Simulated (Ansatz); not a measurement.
## Structure optimisation: lanthanum, diamond

The calculation used DFT, PBEsol, plane waves (420 eV) with PAW, scalar-relativistic (Ansatz 0.2.0). (PAW data from PBE, frozen cores regenerated.)

k-point mesh 8×8×8, Fermi-Dirac smearing 0.1 eV, no spin polarisation. Cell and atoms relax.

Starting structure:

```yaml
crystal:
  lattice:
    - [0.0, 3.6965376151, 3.6965376151]
    - [3.6965376151, 0.0, 3.6965376151]
    - [3.6965376151, 3.6965376151, 0.0]
  atoms:
    - { symbol: La, position: [0.125, 0.125, 0.125] }
    - { symbol: La, position: [0.875, 0.875, 0.875] }
hamiltonian:
  xc: pbesol
  pseudopotentials:
    kind: paw
    azcp:
      La: "pseudopotentials/La.paw.azcp"
basis:
  ecutwfc: 420
  fft_grid_basis: typed
kpoints:
  mp_grid: { grid: [8, 8, 8], shift: [0, 0, 0] }
magnetization:
  spin_polarized: false
scf:
  occupations: { method: fermi_dirac, width: 0.1 }
relax:
  max_steps: 60
  f_tol: 0.01
  cell: {}
```

Q: The pressure at the start is -5.3 GPa. By how much does the volume change?

A: From 50.51 to 35.41 Å³ per atom, -29.9 %. The final cell has a = 6.568 Å.

Q: How much energy does the relaxation gain?

A: 426.6 meV per atom.
